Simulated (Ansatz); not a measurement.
BN:
```
BN
1.0
    2.54660     0.00000     0.00000
   -1.27330     2.20542     0.00000
    0.00000     0.00000    12.52967
B N
6 6
Direct
  0.00000   0.00000   0.00006
  0.00000   0.00000   0.50006
  0.66667   0.33333   0.83267
  0.33333   0.66667   0.33267
  0.66667   0.33333   0.16656
  0.33333   0.66667   0.66656
  0.00000   0.00000   0.87441
  0.00000   0.00000   0.37441
  0.66667   0.33333   0.70808
  0.33333   0.66667   0.20808
  0.66667   0.33333   0.04192
  0.33333   0.66667   0.54192
```

This is the PBEsol-relaxed structure. x, y and z are the axes in which the lattice vectors are written.

Task: All from the program Ansatz at the PBEsol level (PAW), unless another level is named. Estimate the hole effective mass, band 2 of 2 at the edge.

Result: 0.35 along x, 1.3 along z (mₑ).

Task: Next, the smallest direct gap on the standard path?

Result: 7.07 eV.

Task: Give the weight of the valence-edge state by species (Voronoi cells).

Result: N 81 %, B 19 %.

Task: Predict the valence-band maximum.

Result: at Γ.

Task: Give the weight of the conduction-edge state by species (Voronoi cells).

Result: B 58 %, N 42 %.

Task: What about the conduction-band minimum?

Result: at M (3 equivalent valleys).

Space group P6_3mc. A made-up cell: these elements were put on the sites of a structure type. Its sites differ from those of the usual phase in this space group: another stacking or structure type. The cell was relaxed with PBEsol under the symmetry of its start; of distortions, only those at the zone centre were tested.

Potentials: the later of the program's two PAW sets.
